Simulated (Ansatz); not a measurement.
### Question
Each is relaxed and computed with r²SCAN (plane waves, PAW; program Ansatz). Which is the only metal?
(A) SiC, P6_422 (Si on 3c, C on 3d)
(B) NaCl, CsCl type
(C) HfSiO4, I4_1/amd (O on 16h, Si on 4b, Hf on 4a)
(D) NbSi, CsCl type

### Answer
D, NbSi, CsCl type. NbSi: metal; HfSiO4: gap 6.00 eV (indirect); NaCl: gap 4.91 eV (indirect); SiC: gap 1.18 eV (indirect). Constructed cells (a structure type filled with these elements, in neither database checked): NbSi, CsCl type. Typed or built starts, not in the databases checked: SiC, P6_422 (Si on 3c, C on 3d). Not the usual ambient phase: NaCl, CsCl type; SiC, P6_422 (Si on 3c, C on 3d). Unstable at this level: NbSi, CsCl type; NaCl, CsCl type. All cells were relaxed under the symmetry of their starts (and spin orders); stability against distortions was not tested throughout. Rows with no word on spin ran without spin polarisation. Scalar-relativistic: spin–orbit coupling is off unless named, which matters more the heavier the elements.

Potentials: the later of the program's two PAW sets.
